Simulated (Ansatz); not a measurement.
K₃MnCrO₈: computed property card

K$_{3}$MnCrO$_{8}$:
```
CELL_PARAMETERS angstrom
      2.87746     1.66130     7.05508
     -2.87746     1.66130     7.05508
      0.00000    -3.32260     7.05508
ATOMIC_POSITIONS crystal
  K  0.29541 0.29541 0.29541
  K  0.70077 0.70077 0.70077
  K  0.50726 0.50726 0.50726
  Mn 0.09418 0.09418 0.09418
  Cr 0.90867 0.90867 0.90867
  O  0.76647 0.22030 0.22030
  O  0.22030 0.76647 0.22030
  O  0.22030 0.22030 0.76647
  O  0.24488 0.78070 0.78070
  O  0.78070 0.24488 0.78070
  O  0.78070 0.78070 0.24488
  O  0.16917 0.16917 0.16917
  O  0.83119 0.83119 0.83119
```

Space group R3m (No. 160); conventional cell a = 5.755 Å, b = 5.755 Å, c = 21.165 Å, α = 90.00°, β = 90.00°, γ = 120.00°.

Method: r²SCAN in the plane-wave PAW code Ansatz. Structure relaxed to zero pressure with the same functional. Other levels are named where they apply.

Cell and energy:

Volume per atom: 15.57 Å³
Density: 2.89 g/cm³
Formation energy from the elements (no fitted shifts): -1.86 eV/atom

Electronic structure:

- Band gap = 1.07 eV (indirect)
- Valence-band maximum = on the Γ–T line, 2 % of the way from Γ
- Conduction-band minimum = off the standard path, at k = (0.125, 0.125, -0.438) in fractions of the reciprocal vectors
- Smallest direct gap on the standard path = 1.11 eV

Mechanics:

Bulk modulus (Birch–Murnaghan fit): 30.6 GPa
Pressure derivative B′: 6.2

Charges:

- Bader charges = K +0.89, Mn +2.08, Cr +2.17, O -0.98 to -0.73 e

The first step of the workflow began from a Materials Project structure, measured or hypothetical; the Crystallography Open Database copy checked does not list it. Whether it is the stable phase at ambient conditions was not checked. The cell was relaxed with r²SCAN under the symmetry of its start; whether a distortion lowers the energy is not shown. The run is not spin-polarised. No Hubbard U is applied. The references are the lowest solids computed at this level, not always the standard phases (solids in place of the gases). The manganese reference at this level is a Cmcm phase, not α-Mn.

Potentials: the later of the program's two PAW sets.
